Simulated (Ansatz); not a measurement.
An Ansatz (an electronic-structure program) input:

Ansatz 0.2 input:
```yaml
crystal:
  lattice:
    - [3.2450195427, 1.8735129065, 4.5489767902]
    - [-3.2450195427, 1.8735129065, 4.5489767902]
    - [0.0, -3.747025813, 4.5489767902]
  atoms:
    - { symbol: Sn, position: [0.5307288386, 0.5307288386, 0.5307288386] }
    - { symbol: Sn, position: [0.0307288386, 0.0307288386, 0.0307288386] }
    - { symbol: Te, position: [0.8109235715, 0.8109235715, 0.8109235715] }
    - { symbol: Te, position: [0.3109235715, 0.3109235715, 0.3109235715] }
    - { symbol: O, position: [0.3987852977, 0.1580359332, 0.6286193591] }
    - { symbol: O, position: [0.6286193591, 0.3987852977, 0.1580359332] }
    - { symbol: O, position: [0.1580359332, 0.6286193591, 0.3987852977] }
    - { symbol: O, position: [0.1286193591, 0.6580359332, 0.8987852977] }
    - { symbol: O, position: [0.6580359332, 0.8987852977, 0.1286193591] }
    - { symbol: O, position: [0.8987852977, 0.1286193591, 0.6580359332] }
kpoints:
  mp_grid: { grid: [3, 3, 3] }
hamiltonian:
  xc: hse06
  pseudopotentials: { kind: paw }
scf:
  n_extra_bands: 10
  occupations: { method: fixed }
output:
  eigenvalues: true
  eigenstates:
    e_range: [-9.0, 12.0]
    kpoints:
      - [0.0, 0.0, 0.0]  # VBM
      - [0.0, 0.401042, -0.401042]  # CBM
      - [0.0, 0.0, 0.0]  # GAMMA
      - [0.5, 0.5, 0.5]  # T
      - [0.5, 0.0, 0.0]  # L
      - [0.5, 0.0, 0.5]  # F
      - [0.3898744891, -0.3898744891, 0.0]  # S_0
      - [0.6101255109, 0.0, 0.3898744891]  # S_2
      - [0.5, -0.2797489782, 0.2797489782]  # H_0
      - [0.7202510218, 0.2797489782, 0.5]  # H_2
```

Task: How many symmetry operations and irreducible k-points will the run report?

Result: 6 operations, 6 of 27 k-points.

Task: With a cutoff of 420 eV, how many plane waves at Γ?

Result: 3249.

It took roughly 3 core-minutes on shared server cores.

The points marked VBM and CBM come from a semilocal run.

Space group R3c. The start of the workflow was typed in or built on a structure type; neither database checked (COD, Materials Project) lists it. Its standing as an ambient phase is unchecked. Symmetry was held in the r²SCAN relaxation; its stability against distortions is not shown here. The volume moved by 26 % from the start of the relaxation. Spin–orbit coupling is left out wherever it is not named.

Potentials: the later of the program's two PAW sets.

Ansatz is a plane-wave DFT program.
